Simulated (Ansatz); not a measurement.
According to r²SCAN in the plane-wave PAW code Ansatz, SiO2 in the tetragonal phase (P4_12_12; Si on 4a, O on 8b) relaxes to a = 4.983 Å, c = 6.921 Å. Si has 4 nearest neighbours from 1.61 Å (tetrahedral); O has 2 nearest neighbours from 1.61 Å (bent). Against the elements it lies at -2.98 eV/atom, with no fitted shifts.

It is gapped at this level: 6.35 eV (direct). The valence maximum lies at Γ and the conduction minimum at Γ. HSE06 on the same cell gives 7.51 eV. Electrons at the band edge weigh 0.53 mₑ (isotropic). The hole mass is 1.7, 2.0, 2.0 mₑ (principal values).

The bulk modulus is 15.0 GPa. The relaxed-ion elastic constants in GPa are C11 = 58.1, C12 = 4.4, C13 = -8.9, C33 = 46.8, C44 = 75.1, C66 = 27.8. The elastic constants imply a Debye temperature near 561 K. Perturbation theory gives ε∞ = 2.21 (xx = yy), 2.19 (zz). Letting the ions move raises it to ε0 = 4.00 (xx = yy), 3.79 (zz). Born charges are Si +3.34, O -1.67 e. The phonon dispersion is stable (no imaginary branch). Without the LO–TO term the highest mode at Γ lies at 1199 cm^-1. Bader charges are Si +3.37, O -1.68 e.

The r²SCAN relaxation kept the symmetry of its start. The references are the lowest solids computed at this level, not always the standard phases (solids in place of the gases).

Potentials: the earlier of the program's two PAW sets.
